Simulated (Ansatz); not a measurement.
## Slab of bcc Ta (111), 5 layers

The slab is cut from the bcc crystal, the stable phase, as relaxed on PAW files (17.66 Å³/atom), with 16 Å of vacuum and a dipole correction:

```yaml
crystal:
  lattice:
    - [4.64046, 0.00000, 0.00000]
    - [-2.32023, 4.01875, 0.00000]
    - [0.00000, 0.00000, 19.78890]
  atoms:
    - { symbol: Ta, position: [0.83333, 0.16667, 0.40427] }
    - { symbol: Ta, position: [0.16667, 0.83333, 0.45213] }
    - { symbol: Ta, position: [0.50000, 0.50000, 0.50000] }
    - { symbol: Ta, position: [0.83333, 0.16667, 0.54787] }
    - { symbol: Ta, position: [0.16667, 0.83333, 0.59573] }
```

Level of theory: DFT with PBEsol, scalar-relativistic, in Ansatz 0.2.0; a Γ-centred 8×8×1 k mesh, Fermi–Dirac smearing of 0.08 eV, no spin polarisation. LAPW: all electrons, basis error target 1 meV/atom; PAW: frozen-core files, cutoff 420 eV.

The bulk energy comes from a cell in the slab's orientation on a 8×8×12 mesh. The surface energy is (E(slab) − N·E(bulk))/2A at zero smearing, the mean of both faces; thin slabs carry quantum-size effects.

Spin–orbit coupling is left out, which matters for the heavy atoms. The PAW files were made under PBE.

Question: As cut, the LAPW slab lies 7.866 eV above 5 atoms of bulk. What surface energy is that?

Answer: Over two faces of 18.65 Å² it is 210.9 meV/Å², and times 16.02 J/m² per eV/Å² that gives γ = 3.379 J/m².

```json
{"method": "LAPW", "γ as cut (J/m²)": "3.379", "γ relaxed (J/m²)": "3.017", "Φ as cut (eV)": "3.64", "Φ relaxed (eV)": "3.81"}
{"method": "PAW", "γ as cut (J/m²)": "3.388", "γ relaxed (J/m²)": "3.023", "Φ as cut (eV)": "3.64", "Φ relaxed (eV)": "3.81"}
```

Question: How do the spacings between the planes relax?

Answer: From the bottom face up: d12 -16.5 % of 0.947 Å, d23 -8.1 % of 0.947 Å, d34 -8.1 % of 0.947 Å, d45 -16.5 % of 0.947 Å.

Question: What changes if relativity is switched off, at the same positions?

Answer: LAPW then gives: no gap, work function 3.77 eV.

Question: What changes if the vacuum is set to 22 Å?

Answer: LAPW then gives: no gap, work function 3.81 eV; PAW: no gap, work function 3.81 eV.

Question: A 4f core hole is made on one atom of each kind in every 1×1 cell (PAW hole dataset, neutral cell, valence without spin). What does it cost by layer?

Answer: layer 1 22.99 eV, layer 2 22.49 eV, layer 3 23.15 eV. Shifts between layers mean more than the absolute values, and a whole layer of holes screens otherwise than one hole.
